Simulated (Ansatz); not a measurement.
A geometry of P away from equilibrium: step 15 of the relaxation of a randomly generated symmetric cell of P (space group No. 123). Calculation: PBEsol (plane waves to 420 eV, PAW, scalar-relativistic; Ansatz, an electronic-structure program). Γ-centred k-mesh 11×11×20 on the run's cell, Fermi–Dirac smearing 0.05 eV.

```xyz
1
Lattice="2.4364 0.0000 0.0000 0.0000 2.4364 0.0000 0.0000 0.0000 2.3428" Properties=species:S:1:pos:R:3:forces:R:3 pbc="T T T" free_energy=-740.047 pressure_GPa=3.1
P      1.2182     1.2182     0.0000    0.0000    0.0000    0.0000
```

Positions in Å, forces in eV/Å, free energy of the cell in eV (comparable only within this code, potentials and settings). Largest force: all forces are below 0.005 eV/Å.

No spin polarisation in the result. The relaxed primitive cell holds an odd number of electrons. A magnetic state may lie lower.

The run could not lose the symmetry of its start, so the end can be a saddle point.

The end of the path is a generated cell of P: the first start was made by a random draw of sites in a space group, and the end was not matched to a known phase here, so it may be hypothetical. Known forms of P include space group No. 64.
